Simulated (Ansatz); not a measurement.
SiO2:
Space group I-43m (No. 217); a = 8.8015 Å, b = 8.8015 Å, c = 8.8015 Å, α = 90.00°, β = 90.00°, γ = 90.00°

| atom | site | symmetry | x | y | z |
|---|---|---|---|---|---|
| Si | 12d | -4.. | 0.0000 | 0.2500 | 0.5000 |
| O | 24g | ..m | 0.1456 | 0.1456 | 0.4589 |
(The calculation used a cell of 18 atoms; values per cell refer to that cell.)

Relaxed with PBEsol. PBEsol in the plane-wave PAW code Ansatz gives a gap of 5.79 eV.

What gap does HSE06 give on the same cell (Ansatz, PAW)?

7.46 eV, 1.67 eV more. The hybrid was solved on a coarser mesh and at special points; its gap is the smallest among all of these.

| k | v1 PBEsol | c1 PBEsol | v1 HSE06 | c1 HSE06 |
|---|---|---|---|---|
| Γ | -0.16 | 5.79 | -0.16 | 7.46 |
| H | 0.00 | 7.76 | … | … |
| P | -0.05 | 7.61 | … | … |
| N | -0.03 | 6.97 | … | … |

Top valence (v1) and lowest conduction level (c1) in eV from each method's valence maximum (which need not be a listed point): supply the withheld HSE06 values.


- P, v1 HSE06: -0.05
- P, c1 HSE06: 9.25
- H, v1 HSE06: 0.00
- H, c1 HSE06: 9.39
- N, v1 HSE06: -0.03
- N, c1 HSE06: 8.76

Cost on shared cores: the PBEsol run (SCF on a 5×5×5 mesh, then bands and DOS) very roughly 7 core-minutes, the HSE06 run (SCF on 3×3×3, then a few points) around 8 core-minutes (rough); the tasks are unlike.

The workflow started from a Materials Project entry (that database holds measured and hypothetical structures alike); the Crystallography Open Database copy checked does not list it. It is not the phase usual at ambient conditions (space group No. 92, 152, 154). The cell was relaxed with PBEsol under the symmetry of its start; its stability against distortions is not shown here.

Potentials: the later of the program's two PAW sets.
